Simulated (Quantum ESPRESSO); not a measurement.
## One change at a time to Ag4IrMoPd2

Calculated results; nothing here was measured. They come from Quantum ESPRESSO 7.5, a public plane-wave density functional program. Each row is one single-point run on a made-up periodic cell of eight metal atoms, with elements, volume, strain and displacements drawn at random and not relaxed, so a cell may be unstable or far from any real phase. There is no spin polarisation or spin-orbit coupling.

Settings: PBE unless stated; PseudoDojo standard norm-conserving files; Fermi-Dirac width 0.25 eV, which means electrons at about 2900 K; cutoff 1143 eV; 5 x 5 x 5 k mesh shifted half a step off Gamma. E is the free energy of the whole cell (internal energy minus TS), so a -TS column is already part of it. Stress is positive in tension, and the pressure P is minus a third of its trace.

Checks: one run of this series was repeated at a higher cutoff and on a denser mesh, which moved values by no more than 0.008 eV, 0.07 GPa and 0.005 eV/Å, and a second program with other atomic files agreed on it to 2 % rms in force and 0.5 GPa in pressure. Known limits: heavy elements are run without spin-orbit coupling, which real alloys of them have; a spin test at this wide smearing found no moment, but such smearing suppresses magnetism that the real alloy may have.

The lattice is hexagonal close-packed, and the cell vectors in Å are (2.900, 0.096, 4.630); (2.899, 0.001, -4.629); (-2.816, 4.998, 0.052), a volume of 135.43 Å³ in run 1. The elements on sites 1 to 8 are Ag Mo Ir Ag Ag Ag Pd Pd. Each later run makes one change to run 1 and keeps the rest. E is counted from run 1, and is n/a where other atomic files have another zero of energy.

```
run,change,V (Å³),P (GPa),-TS (eV),rms force (eV/Å),largest change of a force component (eV/Å),E (eV)
1,none,135.43,0.80,-1.379,1.382,0.000,0.000
2,sites 3 and 6 exchanged,135.43,1.55,-1.442,1.402,0.677,0.217
3,all lengths scaled by -1.47 %,129.55,8.10,-1.312,1.645,0.697,?
4,Ti on site 6,135.43,-1.92,-1.445,1.348,0.495,n/a
5,site 6 moved by -0.05 Å along y,135.43,0.41,-1.377,1.303,0.486,-0.097
```

## Worked estimate

Along a uniform scaling dE = -P dV. The mean of the two pressures is 4.450 GPa and the volume changes by -5.88 Å³, with 160.2 GPa to one eV/Å³. The same two rows give -V dP/dV = 164 GPa for this cell with clamped atoms, which is not the bulk modulus of a real alloy.

## Withheld value

Question: what E should run 3 give?

The estimate is 0.163 eV. The calculation gave 0.159 eV. The mean of two end points misses the curvature of P, and the finite cutoff adds a little.
